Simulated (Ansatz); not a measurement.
Method: DFT PBE, scalar-relativistic, plane waves, PAW (Ansatz). All cells share a 420 eV cutoff and Γ-centred k meshes spaced about 0.3 Å⁻¹ or finer (0.25 for metals, 2π included). No spin polarisation in the final relaxations.

Temperature and zero-point effects are left out. All come from trial cells, and lower structures may exist.

Question: These unrelaxed guesses for Zr3S2 are each relaxed within their symmetry. Order them by the energy at which they end, lowest first.
A.

Space group I4/mmm (No. 139). a = 3.450 Å, b = 3.450 Å, c = 15.700 Å, α = 90.00°, β = 90.00°, γ = 90.00°
| atom | site | symmetry | x | y | z |
| --- | --- | --- | --- | --- | --- |
| Zr | 4e | 4mm | 0.5000 | 0.5000 | 0.1050 |
| Zr | 2a | 4/mmm | 0.0000 | 0.0000 | 0.0000 |
| S | 4e | 4mm | 0.0000 | 0.0000 | 0.1800 |

B.

Space group P-3m1 (No. 164). a = 3.450 Å, b = 3.450 Å, c = 9.070 Å, α = 90.00°, β = 90.00°, γ = 120.00°
| atom | site | symmetry | x | y | z |
| --- | --- | --- | --- | --- | --- |
| Zr | 1a | -3m. | 0.0000 | 0.0000 | 0.0000 |
| Zr | 2d | 3m. | 0.6667 | 0.3333 | 0.3550 |
| S | 2d | 3m. | 0.6667 | 0.3333 | 0.8350 |

C.

Space group P4/mbm (No. 127). a = 7.100 Å, b = 7.100 Å, c = 3.710 Å, α = 90.00°, β = 90.00°, γ = 90.00°
```json
{"atom": "Zr", "site": "4h", "symmetry": "m.2m", "x": "0.3190", "y": "0.1810", "z": "0.5000"}
{"atom": "Zr", "site": "2a", "symmetry": "4/m..", "x": "0.0000", "y": "0.0000", "z": "0.0000"}
{"atom": "S", "site": "4g", "symmetry": "m.2m", "x": "0.1200", "y": "0.3800", "z": "0.0000"}
```

Answer: A (ends in I4/mmm, 0 meV/atom), C (ends in P4/mbm, 73 meV/atom), B (ends in P-3m1, 112 meV/atom).

With atoms moved at random, I4/mmm and P4/mbm came back. Without a clear test, and held by symmetry: P-3m1.

Some types were kept out of the candidates beforehand, so the set may lack a known form.
